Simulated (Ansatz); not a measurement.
MoS$_{2}$ (2H-MoS2 type, space group P6_3/mmc)

```yaml
crystal:
  lattice:
    - [3.17320, 0.00000, 0.00000]
    - [-1.58660, 2.74807, 0.00000]
    - [0.00000, 0.00000, 12.43700]
  atoms:
    - { symbol: Mo, position: [0.33333, 0.66667, 0.25000] }
    - { symbol: Mo, position: [0.66667, 0.33333, 0.75000] }
    - { symbol: S, position: [0.33333, 0.66667, 0.62490] }
    - { symbol: S, position: [0.66667, 0.33333, 0.12490] }
    - { symbol: S, position: [0.66667, 0.33333, 0.37510] }
    - { symbol: S, position: [0.33333, 0.66667, 0.87510] }
```

Grid over V/V₀ and (c/a)/(c/a)₀, subscript 0 meaning the relaxed cell; the conventional c axis lies along z; no internal relaxation.

All values below come from r2SCAN+rVV10 (plane waves to 500 eV, PAW, scalar-relativistic; Ansatz, an electronic-structure program). k mesh 12×12×3 (Γ-centred), Fermi-Dirac smearing 0.05 eV. Compression counts positive. As the atoms are clamped, bonds stretch with the cell, which overstates energies and stresses. MoS2 is run without spin polarisation. MoS2 was relaxed with its symmetry unable to fall. The PAW data are Ansatz's earlier set.

Changes of σzz − σxx (GPa) from the point V/V₀ = 1.000, (c/a)/(c/a)₀ = 1.000 when one coordinate moves alone (two changes are said to add if the coupling is within 5 % of the smaller one, nearly so within 20 %):

| point | change |
|---|---|
| V/V₀ = 1.000, (c/a)/(c/a)₀ = 0.960 | 7.67 |
| V/V₀ = 1.000, (c/a)/(c/a)₀ = 0.980 | 3.82 |
| V/V₀ = 0.920, (c/a)/(c/a)₀ = 1.000 | 1.44 |
| V/V₀ = 0.960, (c/a)/(c/a)₀ = 1.000 | 0.66 |
| V/V₀ = 1.040, (c/a)/(c/a)₀ = 1.000 | -0.56 |
| V/V₀ = 1.080, (c/a)/(c/a)₀ = 1.000 | -1.03 |
| V/V₀ = 1.000, (c/a)/(c/a)₀ = 1.020 | -3.78 |
| V/V₀ = 1.000, (c/a)/(c/a)₀ = 1.040 | -7.52 |

Do the two effects add at V/V₀ = 1.080, (c/a)/(c/a)₀ = 0.980? Give the computed change.

The sum of the single changes is -1.03 + (3.82) = 2.79; the calculation gives 2.39, so the coupling contributes -0.40 (over 20 % of the smaller single change, not additive).

(Under strain, the slope of the energy per volume gives the stress and its curvature an elastic modulus.)
